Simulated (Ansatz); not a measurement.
The start is a relaxed CaO cell deformed by the Cartesian strain tensor (xx, yy, zz, yz, xz, xy) = (-0.062, -0.039, -0.011, -0.043, -0.010, 0.017). The structure is fully relaxed (lattice and positions, P = 0) with PBE (plane waves to 420 eV, PAW, scalar-relativistic; Ansatz, a quantum-chemistry and plane-wave program). The first steps use a coarse 9×9×8 k-mesh.

The start:
```yaml
crystal:
  lattice:
    - [0.01570, 2.21608, 2.28371]
    - [2.24024, -0.06401, 2.36342]
    - [2.30666, 2.36221, -0.13043]
  atoms:
    - { symbol: O, position: [0.00000, 0.00000, 0.00000] }
    - { symbol: Ca, position: [0.50000, 0.50000, 0.50000] }
```

```json
{
  "initial_pressure": "+16.2 GPa (positive: the cell is compressed)",
  "volume_change": "+12.5 %, from 12.53 to 14.09 Å³/atom",
  "relative_to_the_parent": "The parent structure is recovered, Fm-3m (No. 225)",
  "Shortest distances (start → end)": "The closest pairs of elements (up to four, under 3.6 Å), start → end: Ca–O 2.27 → 2.42 Å; Ca–Ca 3.18 → 3.42 Å; O–O 3.18 → 3.42 Å",
  "band_gap_at_the_end": "3.66 eV, indirect (valence top at Γ, conduction bottom at X) (no spin-orbit coupling)",
  "optimiser_moves": "7"
}
```

It ends as:

```cif
data_Ca4O4
_chemical_formula_sum 'O4 Ca4'
_space_group_name_H-M_alt 'Fm-3m'
_space_group_IT_number 225
_space_group_name_Hall '-F 4 2 3'
_cell_length_a 4.83083
_cell_length_b 4.83083
_cell_length_c 4.83083
_cell_angle_alpha 90.000
_cell_angle_beta 90.000
_cell_angle_gamma 90.000
loop_
_atom_site_label
_atom_site_type_symbol
_atom_site_symmetry_multiplicity
_atom_site_Wyckoff_symbol
_atom_site_fract_x
_atom_site_fract_y
_atom_site_fract_z
_atom_site_occupancy
O1 O 4 a 0.00000 0.00000 0.00000 1
Ca1 Ca 4 b 0.50000 0.50000 0.50000 1
```
(The calculation used a cell of 2 atoms; values per cell refer to that cell.)

Final values are on a 12×12×12 k-mesh of the relaxed cell. No spin polarisation in the result.

The run could not lose the symmetry of its start.

All atoms sit on sites fixed by symmetry, so only the cell could relax.
